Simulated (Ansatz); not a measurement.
# How much do the gradients of BiTe depend on the method?

Cell: a structure deposited in the COD, ions relaxed with PBE at fixed cell.

Space group P-3m1 (No. 164); a = 4.4220, c = 24.0500 Å, γ = 120.00°.

```csv
site,Wyckoff,site symmetry,x,y,z
Bi1,2c,3m.,0.0000,0.0000,0.1248
Bi3,2d,3m.,0.3333,0.6667,0.2916
Bi5,2d,3m.,0.6667,0.3333,0.4650
Te7,2d,3m.,0.3333,0.6667,0.0536
Te9,2d,3m.,0.6667,0.3333,0.2087
Te11,2c,3m.,0.0000,0.0000,0.3636
```

One atom of each set is listed.

First run. Computed with Ansatz: DFT, PBE, plane waves and PAW, scalar-relativistic, 420 eV cutoff, Γ-centred 11×11×2 k-points, Fermi–Dirac smearing 0.05 eV.

```
site  V_zz (10²¹ V/m²)     η
 Bi1              0.77  0.00
 Bi3              2.62  0.00
 Bi5              6.26  0.00
 Te7             -1.35  0.00
 Te9              8.10  0.00
Te11              0.40  0.00
```

Second run. The same atoms and settings, except that spin–orbit coupling is included (fully relativistic PAW files).

Problem. What does the second run give?

Solution. 

```json
{"site": "Bi1", "V_zz": "0.67", "η": "0.00", "change of V_zz": "-0.10"}
{"site": "Bi3", "V_zz": "1.75", "η": "0.00", "change of V_zz": "-0.87"}
{"site": "Bi5", "V_zz": "6.19", "η": "0.00", "change of V_zz": "-0.07"}
{"site": "Te7", "V_zz": "1.74", "η": "0.00", "change of V_zz": "+3.09"}
{"site": "Te9", "V_zz": "9.41", "η": "0.00", "change of V_zz": "+1.31"}
{"site": "Te11", "V_zz": "2.80", "η": "0.00", "change of V_zz": "+2.40"}
```

The largest change of V_zz is on Te7, from -1.35 to 1.74. Small gradients that grow severalfold: Te11 (0.40 to 2.80). In per cent, |V_zz| changes by -33 to -1 on Bi, +16 on Te (all sites that start above 0.5, bar those whose gradient vanishes or changes sign or whose main axis turns by over 40°). V_zz changes sign on Te7 (same axis).

For the first run: With a gap of 0.16 eV under a smearing of 0.05 eV the band edges are partly filled, so small gradients can hang on the smearing and the k-mesh.
For the second run: The largest force is 0.3 eV/Å, so the atoms aren't at the calculated equilibrium and relaxing them would move these values. With a gap of 0.15 eV under a smearing of 0.05 eV the band edges are partly filled, so small gradients can hang on the smearing and the k-mesh.
